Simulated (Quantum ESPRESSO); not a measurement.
## Hf3GaO7F (one run as intended and one with a planted mistake)

Computed values, not a measurement. The program is pw.x of Quantum ESPRESSO 7.5 (plane-wave density functional theory). The cell is made up: 12 atoms on a fluorite lattice, with randomly drawn elements, strain and displacements, not relaxed. PseudoDojo standard norm-conserving files (v0.5 for PBE, v0.4.1 for LDA and PBEsol) set the functional; there is no spin polarisation, spin-orbit coupling or dispersion term, and the masses in the input are unused placeholders.

The hafnium pseudopotential is less sure than the others, with forces about 3 percent (worst 6) and pressure in oxides about 1.5 GPa (worst 2.7) from a second method in checks, which no rerun with the same files tests.

Intended input:

```
&control calculation='scf', pseudo_dir='./dojo.nc.sr.pbe.v0_5.standard.upf', outdir='./o', disk_io='medium', tprnfor=.true., tstress=.true. /
&system ibrav=0, nat=12, ntyp=4, nbnd=55, ecutwfc=84.00895049, nosym=.true., tot_charge=0,
 occupations='smearing', smearing='fd', degauss=0.0018374661
/
&electrons conv_thr=7.350e-09, electron_maxstep=60, /
ATOMIC_SPECIES
F 1.0 F.upf
Ga 1.0 Ga.upf
Hf 1.0 Hf.upf
O 1.0 O.upf
CELL_PARAMETERS angstrom
5.0362 0.0611 -0.0193
0.0611 5.1162 -0.0012
-0.0193 -0.0012 5.1603
ATOMIC_POSITIONS angstrom
Hf -0.0086 -0.0054 0.0162
Hf 0.0175 2.4129 2.5457
Hf 2.5676 -0.1168 2.5747
Ga 2.4667 2.5799 0.0299
O 1.1782 1.4006 1.3057
O 1.232 1.3764 3.8818
O 1.3078 3.8769 1.1844
O 1.2667 3.9344 3.7498
O 3.8364 1.2709 1.2478
F 3.7324 1.3663 3.878
O 3.7791 3.8113 1.2798
O 3.7755 3.7864 3.887
K_POINTS automatic
4 4 4 1 1 1
```

The log is shortened where brackets say so; the opening notice, blank lines, dates and the lines on written files are dropped, and the path of the files is cut. It prints rydbergs, bohrs and kilobars, and counts compression as positive stress. Where no state is partly filled, the Fermi energy that it prints is only some level between the filled and the empty states on the mesh, and need not lie in the true gap.

Log of the intended run:

```
     Program PWSCF v.7.5
     Parallel version (MPI & OpenMP), running on       1 processor cores
     Number of MPI processes:                 1
     Threads/MPI process:                     1
     [start-up lines left out]
     bravais-lattice index     =            0
     lattice parameter (alat)  =       9.5178  a.u.
     unit-cell volume          =     897.1248 (a.u.)^3
     number of atoms/cell      =           12
     number of atomic types    =            4
     number of electrons       =        98.00
     number of Kohn-Sham states=           55
     kinetic-energy cutoff     =      84.0090  Ry
     charge density cutoff     =     336.0358  Ry
     scf convergence threshold =      7.3E-09
     mixing beta               =       0.7000
     number of iterations used =            8  plain     mixing
     Exchange-correlation= PBE
                           (   1   4   3   4   0   0   0)
     [axes and pseudopotential details left out]
   Cartesian axes
     site n.     atom                  positions (alat units)
         1        Hf     tau(   1) = (  -0.0017075  -0.0010722   0.0032165  )
         2        Hf     tau(   2) = (   0.0034746   0.4790725   0.5054394  )
         3        Hf     tau(   3) = (   0.5097876  -0.0231902   0.5111973  )
         4        Ga     tau(   4) = (   0.4897543   0.5122297   0.0059365  )
         5        O      tau(   5) = (   0.2339273   0.2780840   0.2592420  )
         6        O      tau(   6) = (   0.2446091   0.2732792   0.7707172  )
         7        O      tau(   7) = (   0.2596589   0.7697443   0.2351583  )
         8        O      tau(   8) = (   0.2514986   0.7811607   0.7445091  )
         9        O      tau(   9) = (   0.7617032   0.2523325   0.2477461  )
        10        F      tau(  10) = (   0.7410544   0.2712739   0.7699627  )
        11        O      tau(  11) = (   0.7503265   0.7567197   0.2540996  )
        12        O      tau(  12) = (   0.7496117   0.7517759   0.7717496  )
     number of k points=    32  Fermi-Dirac smearing, width (Ry)=  0.0018
                       cart. coord. in units 2pi/alat
        k(    1) = (   0.1240042   0.1216032   0.1224958), wk =   0.0625000
        k(    2) = (   0.1249388   0.1216493   0.3665068), wk =   0.0625000
     [further k points left out]
     Dense  grid:    93323 G-vectors     FFT dimensions: (  60,  60,  60)
     Estimated max dynamical RAM per process >     164.79 MB
     Initial potential from superposition of free atoms
     starting charge      97.9917, renormalised to      98.0000
     Starting wfcs are   71 randomized atomic wfcs
     total cpu time spent up to now is       16.8 secs
     per-process dynamical memory:    93.1 Mb
     Self-consistent Calculation
     iteration #  1     ecut=    84.01 Ry     beta= 0.70
     Davidson diagonalization with overlap
     ethr =  1.00E-02,  avg # of iterations =  2.0
     total cpu time spent up to now is       57.3 secs
     total energy              =    -771.48155448 Ry
     estimated scf accuracy    <       4.13155680 Ry
     iteration #  2     ecut=    84.01 Ry     beta= 0.70
     Davidson diagonalization with overlap
     ethr =  4.22E-03,  avg # of iterations =  5.1
     total cpu time spent up to now is      100.4 secs
     total energy              =    -771.67836578 Ry
     estimated scf accuracy    <       8.46923484 Ry
     [iterations 3 to 12 left out]
     iteration # 13     ecut=    84.01 Ry     beta= 0.70
     Davidson diagonalization with overlap
     ethr =  4.54E-10,  avg # of iterations =  2.0
     total cpu time spent up to now is      496.3 secs
     total energy              =    -773.50687592 Ry
     estimated scf accuracy    <       0.00000003 Ry
     iteration # 14     ecut=    84.01 Ry     beta= 0.70
     Davidson diagonalization with overlap
     ethr =  3.03E-11,  avg # of iterations =  4.3
     total cpu time spent up to now is      542.5 secs
     End of self-consistent calculation
     [lines on levels left out]
     the Fermi energy is    11.8989 ev
!    total energy              =    -773.50687593 Ry
     estimated scf accuracy    <          3.2E-09 Ry
     smearing contrib. (-TS)   =      -0.00000000 Ry
     internal energy E=F+TS    =    -773.50687593 Ry
     The total energy is F=E-TS. E is the sum of the following terms:
     one-electron contribution =    -161.80749030 Ry
     hartree contribution      =     146.41729434 Ry
     xc contribution           =    -197.55816976 Ry
     ewald contribution        =    -560.55851021 Ry
     convergence has been achieved in  14 iterations
     Forces acting on atoms (cartesian axes, Ry/au):
     atom    1 type  3   force =     0.06893771   -0.07219716    0.04013881
     atom    2 type  3   force =     0.03698602    0.11845331   -0.02964897
     atom    3 type  3   force =    -0.07698568   -0.05272323   -0.04485905
     atom    4 type  2   force =    -0.04004331    0.05122700    0.03035948
     atom    5 type  4   force =     0.06756981   -0.05766511   -0.02994332
     atom    6 type  4   force =     0.01376926   -0.01772095    0.03559291
     atom    7 type  4   force =    -0.00425427    0.01889312    0.00111619
     atom    8 type  4   force =    -0.01714807    0.01334337   -0.01600465
     atom    9 type  4   force =    -0.05819180   -0.01319043    0.01441119
     atom   10 type  1   force =    -0.00087346   -0.03858604   -0.02334220
     atom   11 type  4   force =     0.01349413    0.01404338    0.01041910
     atom   12 type  4   force =    -0.00326034    0.03612274    0.01176051
     Total force =     0.251255     Total SCF correction =     0.000155
     Computing stress (Cartesian axis) and pressure
          total   stress  (Ry/bohr**3)                   (kbar)     P=      -29.06
   0.00014870  -0.00025243  -0.00004780           21.87      -37.13       -7.03
  -0.00025243  -0.00028993   0.00001590          -37.13      -42.65        2.34
  -0.00004780   0.00001590  -0.00045139           -7.03        2.34      -66.40
     init_run     :     15.32s CPU     16.59s WALL (       1 calls)
     electrons    :    510.13s CPU    525.77s WALL (       1 calls)
     forces       :      7.42s CPU      7.51s WALL (       1 calls)
     stress       :     30.57s CPU     31.43s WALL (       1 calls)
     [timing details left out]
     PWSCF        :   9m23.74s CPU   9m41.87s WALL
     JOB DONE.
```

A second run has one planted mistake: the files are those of another functional. The input lines that differ, file-writing options aside:

```
- &control calculation='scf', pseudo_dir='./dojo.nc.sr.pbe.v0_5.standard.upf', outdir='./o', disk_io='medium', tprnfor=.true., tstress=.true. /
+ &control calculation='scf', pseudo_dir='./dojo.nc.sr.pbesol.v0_4_1.standard.upf', outdir='./o', disk_io='medium', tprnfor=.true., tstress=.true. /
```

Its log:

```
     Program PWSCF v.7.5
     Parallel version (MPI & OpenMP), running on       1 processor cores
     Number of MPI processes:                 1
     Threads/MPI process:                     1
     [start-up lines left out]
     bravais-lattice index     =            0
     lattice parameter (alat)  =       9.5178  a.u.
     unit-cell volume          =     897.1248 (a.u.)^3
     number of atoms/cell      =           12
     number of atomic types    =            4
     number of electrons       =        98.00
     number of Kohn-Sham states=           55
     kinetic-energy cutoff     =      84.0090  Ry
     charge density cutoff     =     336.0358  Ry
     scf convergence threshold =      7.3E-09
     mixing beta               =       0.7000
     number of iterations used =            8  plain     mixing
     Exchange-correlation= PBESOL
                           (   1   4  10   8   0   0   0)
     [axes and pseudopotential details left out]
   Cartesian axes
     site n.     atom                  positions (alat units)
         1        Hf     tau(   1) = (  -0.0017075  -0.0010722   0.0032165  )
         2        Hf     tau(   2) = (   0.0034746   0.4790725   0.5054394  )
         3        Hf     tau(   3) = (   0.5097876  -0.0231902   0.5111973  )
         4        Ga     tau(   4) = (   0.4897543   0.5122297   0.0059365  )
         5        O      tau(   5) = (   0.2339273   0.2780840   0.2592420  )
         6        O      tau(   6) = (   0.2446091   0.2732792   0.7707172  )
         7        O      tau(   7) = (   0.2596589   0.7697443   0.2351583  )
         8        O      tau(   8) = (   0.2514986   0.7811607   0.7445091  )
         9        O      tau(   9) = (   0.7617032   0.2523325   0.2477461  )
        10        F      tau(  10) = (   0.7410544   0.2712739   0.7699627  )
        11        O      tau(  11) = (   0.7503265   0.7567197   0.2540996  )
        12        O      tau(  12) = (   0.7496117   0.7517759   0.7717496  )
     number of k points=    32  Fermi-Dirac smearing, width (Ry)=  0.0018
                       cart. coord. in units 2pi/alat
        k(    1) = (   0.1240042   0.1216032   0.1224958), wk =   0.0625000
        k(    2) = (   0.1249388   0.1216493   0.3665068), wk =   0.0625000
     [further k points left out]
     Dense  grid:    93323 G-vectors     FFT dimensions: (  60,  60,  60)
     Estimated max dynamical RAM per process >     164.79 MB
     Initial potential from superposition of free atoms
     starting charge      97.9925, renormalised to      98.0000
     Starting wfcs are   71 randomized atomic wfcs
     total cpu time spent up to now is       16.4 secs
     per-process dynamical memory:   100.5 Mb
     Self-consistent Calculation
     iteration #  1     ecut=    84.01 Ry     beta= 0.70
     Davidson diagonalization with overlap
     ethr =  1.00E-02,  avg # of iterations =  2.0
     total cpu time spent up to now is       49.2 secs
     total energy              =    -770.32103201 Ry
     estimated scf accuracy    <       3.81746173 Ry
     iteration #  2     ecut=    84.01 Ry     beta= 0.70
     Davidson diagonalization with overlap
     ethr =  3.90E-03,  avg # of iterations =  5.2
     total cpu time spent up to now is       88.3 secs
     total energy              =    -770.51661159 Ry
     estimated scf accuracy    <       7.94987272 Ry
     [iterations 3 to 12 left out]
     iteration # 13     ecut=    84.01 Ry     beta= 0.70
     Davidson diagonalization with overlap
     ethr =  4.17E-10,  avg # of iterations =  2.0
     total cpu time spent up to now is      494.8 secs
     total energy              =    -772.20928753 Ry
     estimated scf accuracy    <       0.00000005 Ry
     iteration # 14     ecut=    84.01 Ry     beta= 0.70
     Davidson diagonalization with overlap
     ethr =  4.91E-11,  avg # of iterations =  4.2
     total cpu time spent up to now is      542.9 secs
     End of self-consistent calculation
     [lines on levels left out]
     the Fermi energy is    11.6812 ev
!    total energy              =    -772.20928755 Ry
     estimated scf accuracy    <          2.3E-09 Ry
     smearing contrib. (-TS)   =      -0.00000000 Ry
     internal energy E=F+TS    =    -772.20928755 Ry
     The total energy is F=E-TS. E is the sum of the following terms:
     one-electron contribution =    -161.94509502 Ry
     hartree contribution      =     145.53551627 Ry
     xc contribution           =    -195.24119858 Ry
     ewald contribution        =    -560.55851021 Ry
     convergence has been achieved in  14 iterations
     Forces acting on atoms (cartesian axes, Ry/au):
     atom    1 type  3   force =     0.06830282   -0.07036415    0.04153206
     atom    2 type  3   force =     0.03721774    0.11255291   -0.03047737
     atom    3 type  3   force =    -0.07519624   -0.05702576   -0.04364558
     atom    4 type  2   force =    -0.04010768    0.05098250    0.03056930
     atom    5 type  4   force =     0.06154725   -0.05570295   -0.02721746
     atom    6 type  4   force =     0.01066011   -0.01683939    0.03355561
     atom    7 type  4   force =    -0.00461632    0.02017786    0.00077015
     atom    8 type  4   force =    -0.01679578    0.01597717   -0.01788122
     atom    9 type  4   force =    -0.05301521   -0.01413876    0.01492198
     atom   10 type  1   force =     0.00225850   -0.03897932   -0.02481215
     atom   11 type  4   force =     0.01323418    0.01607964    0.01332013
     atom   12 type  4   force =    -0.00348937    0.03728025    0.00936457
     Total force =     0.245341     Total SCF correction =     0.000123
     Computing stress (Cartesian axis) and pressure
          total   stress  (Ry/bohr**3)                   (kbar)     P=     -105.84
  -0.00037425  -0.00024337  -0.00003830          -55.05      -35.80       -5.63
  -0.00024337  -0.00080847   0.00000778          -35.80     -118.93        1.15
  -0.00003830   0.00000778  -0.00097579           -5.63        1.15     -143.54
     init_run     :     14.91s CPU     16.27s WALL (       1 calls)
     electrons    :    493.97s CPU    526.55s WALL (       1 calls)
     forces       :      9.34s CPU      9.45s WALL (       1 calls)
     stress       :     28.42s CPU     29.55s WALL (       1 calls)
     [timing details left out]
     PWSCF        :   9m 6.85s CPU   9m42.42s WALL
     JOB DONE.
```

```
                                            intended run  run with the mistake
                          free energy (eV)    -10524.097            -10506.443
                    smearing term -TS (eV)        0.0000                0.0000
                            pressure (GPa)         -2.91                -10.58
            largest force component (eV/Å)         3.046                 2.894
largest change of a force component (eV/Å)                               0.155
                                iterations            14                    14
```

For scale, a rerun of the intended cell at a cutoff of 1437 eV and k mesh 6 x 6 x 6 moved values by no more than 0.002 eV in energy, 0.04 GPa in stress and 0.006 eV/Å in force. Files of another functional have another zero of energy, so the energy change says nothing on stability.